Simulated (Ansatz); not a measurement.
PbTe (rock salt)

```
PbTe
1.0
    0.00000     3.28451     3.28451
    3.28451     0.00000     3.28451
    3.28451     3.28451     0.00000
Te Pb
1 1
Direct
  0.00000   0.00000   0.00000
  0.50000   0.50000   0.50000
```

In this cell atom 2 (Pb, nearest neighbour Te at 3.285 Å; its periodic images, 4.6 Å or more away, move with it) is moved by s along Cartesian z, unit vector (0.000, 0.000, 1.000); all other atoms and the cell stay fixed.

All values below come from PBE (plane waves to 420 eV, PAW, scalar-relativistic; Ansatz, an electronic-structure program). k mesh 7×7×7 (Γ-centred), Fermi-Dirac smearing 0.05 eV. E stands for the smeared free energy. Compression counts positive. F∥ is the force on the atom along that direction. PbTe was relaxed with its symmetry unable to fall. Spin-orbit coupling is left out, though Pb and Te are heavy. ΔE is measured from the undisplaced structure.

```json
[
 {"s (Å)": "-0.660", "ΔE (eV/cell)": "0.542", "P (GPa)": "6.0", "F∥ (eV/Å)": "3.027"},
 {"s (Å)": "-0.528", "ΔE (eV/cell)": "0.240", "P (GPa)": "3.5", "F∥ (eV/Å)": "1.647"},
 {"s (Å)": "-0.396", "ΔE (eV/cell)": "0.085", "P (GPa)": "1.8", "F∥ (eV/Å)": "0.770"},
 {"s (Å)": "-0.264", "ΔE (eV/cell)": "0.020", "P (GPa)": "0.7", "F∥ (eV/Å)": "0.267"},
 {"s (Å)": "-0.132", "ΔE (eV/cell)": "0.002", "P (GPa)": "0.2", "F∥ (eV/Å)": "0.046"},
 {"s (Å)": "0.000", "ΔE (eV/cell)": "0.000", "P (GPa)": "0.0", "F∥ (eV/Å)": "0.000"},
 {"s (Å)": "0.132", "ΔE (eV/cell)": "0.002", "P (GPa)": "0.2", "F∥ (eV/Å)": "-0.046"},
 {"s (Å)": "0.264", "ΔE (eV/cell)": "0.020", "P (GPa)": "0.7", "F∥ (eV/Å)": "-0.267"},
 {"s (Å)": "0.396", "ΔE (eV/cell)": "0.085", "P (GPa)": "1.8", "F∥ (eV/Å)": "-0.770"},
 {"s (Å)": "0.528", "ΔE (eV/cell)": "0.240", "P (GPa)": "3.5", "F∥ (eV/Å)": "-1.647"},
 {"s (Å)": "0.660", "ΔE (eV/cell)": "0.542", "P (GPa)": "6.0", "F∥ (eV/Å)": "-3.027"}
]
```

Read from the data:

| Item | Result |
|---|---|
| Energy at s = 0.660 Å | 542 meV/cell |
| Force along the line at s = -0.660 Å | 3.03 eV/Å |
| Symmetry of the curve | even: the same for both signs |
| Shape of the curve | a single well with its minimum at or next to zero displacement |

The 11 points together took very roughly 40 core-seconds.

(For displaced atoms, the force is minus the slope of the energy, and its curvature is a force constant, which sets phonon frequencies.)
